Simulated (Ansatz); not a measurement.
# BP with a P vacancy: which input changes reach the field gradients?

Cell: a supercell of BP (zinc blende type, F-43m) built from an entry of the Crystallography Open Database (COD), with all atoms left at the host's positions.

Space group F-43m (No. 216); a = 13.6140 Å.

| site | Wyckoff | site symmetry | x | y | z |
| --- | --- | --- | --- | --- | --- |
| B1 | 16e | .3m | 0.4167 | 0.0833 | 0.4167 |
| B3 | 24g | 2.mm | 0.7500 | 0.0833 | 0.7500 |
| B5 | 48h | ..m | 0.7500 | 0.9167 | 0.5833 |
| B14 | 4d | -43m | 0.7500 | 0.7500 | 0.7500 |
| B18 | 16e | .3m | 0.0833 | 0.5833 | 0.9167 |
| P28 | 48h | ..m | 0.6667 | 0.0000 | 0.6667 |
| P31 | 16e | .3m | 0.8333 | 0.8333 | 0.6667 |
| P35 | 16e | .3m | 0.1667 | 0.6667 | 0.8333 |
| P41 | 24f | 2.mm | 0.0000 | 0.6667 | 0.0000 |

One atom of each set is listed; the run and its k-mesh use a cell of 53 atoms with edges of 9.63, 9.63, 9.63 Å.

Reference run. The numbers come from a DFT calculation in Ansatz (PBE, plane waves and PAW, scalar-relativistic, 420 eV cutoff, Γ-centred 3×3×3 k-points, Fermi–Dirac smearing 0.01 eV, cell charge +3).

It gives V_zz (10²¹ V/m²) B1 2.41 (η 0.00), P28 0.99 (η 0.11), among others. Each of these runs changes the input as listed (caps on SCF iterations aside):

A. basis.xc_grid: not typed → 3; basis.ecutwfc: not typed → 550 eV
B. hamiltonian.hubbard: not typed → {sites: [{species: P, l: p, u_eff: 20.0}]}

Q: Which of these changes matter for the gradients?

A: 

| run | B1 V_zz (η) | P28 V_zz (η) | largest change of a gradient tensor, all atoms | note |
| --- | --- | --- | --- | --- |
| A | 2.42 (0.00) | 0.99 (0.11) | 0.01 | converged |
| B | 2.37 (0.00) | 2.67 (0.39) | 1.69 | converged |

Run B moves them most, on P28 (V_zz from 0.99 to 2.67). Run B holds an enormous U, so its numbers aren't properties of the crystal.

On the reference run: The run isn't spin-polarised, and a state with spin may lie lower. The defect repeats with the cell of 53 atoms, so it feels its images: sites between two images don't show the values beside a lone defect, and zeros or small values of η there can come from the images' arrangement. A uniform background compensates the cell's charge. The defect cell has no gap above 0.1 eV on its mesh, so the values can hang on the smearing and the k-mesh. The neighbours have not yet relaxed around the defect (largest force 1.0 eV/Å), so a real crystal will differ.
